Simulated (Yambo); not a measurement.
Yambo run on BaTiO3 (space group Amm2, No. 38). The wavefunctions come from this Quantum ESPRESSO step (PBEsol, PseudoDojo standard norm-conserving files, fully relativistic):

```
&CONTROL
  calculation = 'nscf'
  pseudo_dir = './pseudo'
  outdir = './out'
/
&SYSTEM
  ibrav = 0
  nat = 5
  ntyp = 3
  ecutwfc = 84.0
  ecutrho = 336.0
  occupations = 'fixed'
  force_symmorphic = .true.
  nbnd = 207
  noncolin = .true.
  lspinorb = .true.
/
&ELECTRONS
  conv_thr = 5e-09
  diago_full_acc = .true.
  diago_thr_init = 1e-08
/
ATOMIC_SPECIES
O 15.9990 O.upf
Ti 47.8670 Ti.upf
Ba 137.3270 Ba.upf
CELL_PARAMETERS angstrom
  3.983330000000   0.000000000000   0.000000000000
  0.000000000000   2.862595000000   2.875340000000
  0.000000000000  -2.862595000000   2.875340000000
ATOMIC_POSITIONS crystal
O   0.500000000000   0.978430000000   0.491350000000
O   0.500000000000   0.491350000000   0.978430000000
O   0.000000000000   0.488200000000   0.488200000000
Ti   0.500000000000   0.518500000000   0.518500000000
Ba   0.000000000000   0.003410000000   0.003410000000
K_POINTS automatic
4 4 4 0 0 0
```

Yambo input:

```
rim_cut
gw0
dyson
el_el_corr
HF_and_locXC
ppa
em1d
RandQpts= 1000000
RandGvec= 1 Ry
EXXRLvcs= 84 Ry
VXCRLvcs= 336 Ry
Chimod= "HARTREE"
% BndsRnXp
 3 | 206 |
%
NGsBlkXp= 7 Ry
% LongDrXp
 1.0 | 1.0 | 1.0 |
%
PPAPntXp= 27.2114 eV
% GbndRnge
 1 | 206 |
%
GTermKind= "BG"
DysSolver= "n"
ExtendOut
% QPkrange
 1 | 1 | 38 | 42 |
 3 | 3 | 40 | 41 |
 7 | 7 | 40 | 41 |
 15 | 15 | 40 | 41 |
 17 | 17 | 40 | 41 |
 21 | 21 | 40 | 41 |
%
```

k points by index: 1 = Γ, 3 = (0, 0, -0.5), 7 = (0, -0.5, -0.5), 15 = (-0.5, 0, 0), 17 = (-0.5, 0, -0.5), 21 = (-0.5, -0.5, -0.5).

Resulting energies as the program prints them:

```
#    K-point    Band    Eo [eV]    E [eV]    E-Eo [eV]    Vxc [eV]    Vnlxc [eV]    Sc|Eo [eV]    Sc|E [eV]    dSc/dw|Eo [eV]    Re(Z)    Im(Z)
#
    1    38    -0.440759    -0.742804    -0.302045    -19.64849    -24.05175    4.012376    4.101214    -8.000455    0.772788    -0.001354
    1    39    -0.365781    -0.677821    -0.312040    -19.88570    -24.53758    4.247771    4.339835    -8.025475    0.772240    -0.001338
    1    40    -0.365781    -0.677818    -0.312037    -19.88570    -24.53760    4.247794    4.339858    -8.025492    0.772239    -0.001338
    1    41    2.167975    3.467775    1.299800    -18.75649    -11.64041    -5.452495    -5.816275    -7.614866    0.781344    -0.001411
    1    42    2.167975    3.467774    1.299799    -18.75649    -11.64041    -5.452496    -5.816275    -7.614866    0.781344    -0.001411
    3    40    -0.762370    -1.116591    -0.354221    -19.69740    -24.62375    4.466951    4.572128    -8.076875    0.771115    -0.001356
    3    41    2.369672    3.713101    1.343429    -19.30445    -12.05340    -5.521307    -5.907619    -7.823896    0.776682    -0.001462
    7    40    -0.221550    -0.570262    -0.348712    -19.49110    -24.57055    4.625200    4.730732    -8.232016    0.767739    -0.001401
    7    41    3.713820    5.165302    1.451482    -21.18178    -13.28586    -5.975509    -6.444445    -8.789412    0.755847    -0.002490
    15    40    -1.009338    -1.383659    -0.374321    -19.84586    -24.76238    4.430796    4.542207    -8.096282    0.770691    -0.001382
    15    41    2.531613    3.889039    1.357426    -19.33947    -12.17464    -5.415856    -5.807403    -7.848155    0.776145    -0.001474
    17    40    -0.051570    -0.378098    -0.326528    -19.57178    -24.66286    4.665423    4.764556    -8.258018    0.767177    -0.001384
    17    41    3.756681    5.220497    1.463816    -21.16083    -13.26570    -5.955615    -6.431315    -8.841690    0.754755    -0.001780
    21    40    0.000000    -0.300254    -0.300254    -19.68525    -24.76000    4.683160    4.774499    -8.274352    0.766823    -0.001381
    21    41    4.256769    5.734816    1.478047    -21.48726    -13.08801    -6.415154    -6.921205    -9.314758    0.744977    -0.002237
```
(The two width columns are left out.) Convergence of these settings isn't established.

Geometry of the Materials Project entry, not relaxed at this level.

This is not the ordinary phase of the substance.
